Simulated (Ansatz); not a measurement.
## Structures of Sb2As: which is lowest?

Plane-wave DFT in Ansatz with scalar-relativistic PAW potentials, cutoff 420 eV, Γ-centred meshes chosen by cell and gap, Gaussian smearing with energies taken to zero width. Every cell was relaxed (cell and atoms) in a run of its own, within the symmetry of its start. Functional: PBE.

Relaxed structures (starts from databases or built by putting these elements on another compound's sites):
A. R3m, 3 atoms in the computed cell, a = 3.989 Å, c = 17.487 Å; sites (symmetry × multiplicity) Sb 3m × 3 + 3m × 3, As 3m × 3; start: built
B. Fm-3m, 3 atoms in the computed cell, a = 6.981 Å; sites (symmetry × multiplicity) Sb -43m × 8, As m-3m × 4; start: built
C. Pnnm, 6 atoms in the computed cell, a = 5.956 Å, b = 7.513 Å, c = 3.796 Å; sites (symmetry × multiplicity) Sb ..m × 4, As ..2/m × 2; start: built
D. Fd-3m, 6 atoms in the computed cell, a = 8.660 Å; sites (symmetry × multiplicity) Sb .-3m × 16, As -43m × 8; start: built

Question: Rank them by energy. Could pressure change the order?

Answer:
| structure | group | E − E(lowest) (meV/atom) | V (Å³/atom) | gap on mesh (eV) |
| --- | --- | --- | --- | --- |
| A | R3m | 0.0 | 26.77 | 0.00 |
| C | Pnnm | 8.7 | 28.31 | 0.00 |
| B | Fm-3m | 179 | 28.35 | 0.00 |
| D | Fd-3m | 527 | 27.06 | 0.00 |

A is lowest, 9 meV/atom under C. The lowest is also the densest of these, so pressure wouldn't bring one of the others in at first order. Other structures may lie lower than all of these, and vibrations aren't counted.

Spin-orbit coupling is left out, which matters for the bands of heavy elements.